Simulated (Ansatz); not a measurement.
Total density of states per atom from r²SCAN in the plane-wave PAW code Ansatz, in 0.25 eV bins, energy from the Fermi level:

(E (eV), states/eV/atom): (-7.85, 0.00); (-7.60, 0.00); (-7.35, 0.03); (-7.10, 0.14); (-6.85, 0.28); (-6.60, 0.45); (-6.35, 0.46); (-6.10, 0.38); (-5.85, 0.35); (-5.60, 0.28); (-5.35, 0.23); (-5.10, 0.29); (-4.85, 0.46); (-4.60, 0.57); (-4.35, 0.78); (-4.10, 0.97); (-3.85, 1.36); (-3.60, 0.82); (-3.35, 0.22); (-3.10, 0.95); (-2.85, 2.16); (-2.60, 1.76); (-2.35, 1.63); (-2.10, 1.48); (-1.85, 1.60); (-1.60, 0.81); (-1.35, 0.67); (-1.10, 0.75); (-0.85, 0.97); (-0.60, 0.55); (-0.35, 0.74); (-0.10, 0.56); (0.15, 0.43); (0.40, 0.46); (0.65, 0.36); (0.90, 0.14); (1.15, 0.45); (1.40, 0.50); (1.65, 0.76); (1.90, 0.77); (2.15, 0.66); (2.40, 0.50); (2.65, 0.73); (2.90, 0.59); (3.15, 0.34); (3.40, 0.28); (3.65, 0.44); (3.90, 0.58); (4.15, 0.54); (4.40, 0.67); (4.65, 0.50)

Q: Pick the material that matches.
A. ZrCo6Ge6, P6/mmm (Pearson symbol hP13)
B. LaSi2Ni2, I4/mmm (La on 2a, Si on 4e, Ni on 4d)
C. AlNi, CsCl type
D. TaNiGe, Pnma (Ta on 4c, Ni on 4c, Ge on 4c)

A: D, TaNiGe, Pnma (Ta on 4c, Ni on 4c, Ge on 4c). Within 0.5 eV of the Fermi level: Ta 5d 50 %, Ni 3d 37 %, Ge 4p 8 %. Projections are on Löwdin-orthogonalised atomic valence shells; empty p or d shells of many metals are not among them.

The workflow started from a Materials Project entry (that database holds measured and hypothetical structures alike); the Crystallography Open Database copy checked does not list it. Whether it is the stable phase at ambient conditions was not checked. The r²SCAN relaxation kept the symmetry of its start; its stability against distortions is not shown here. The run is not spin-polarised. Spin–orbit coupling is left out wherever it is not named.

Potentials: the later of the program's two PAW sets.
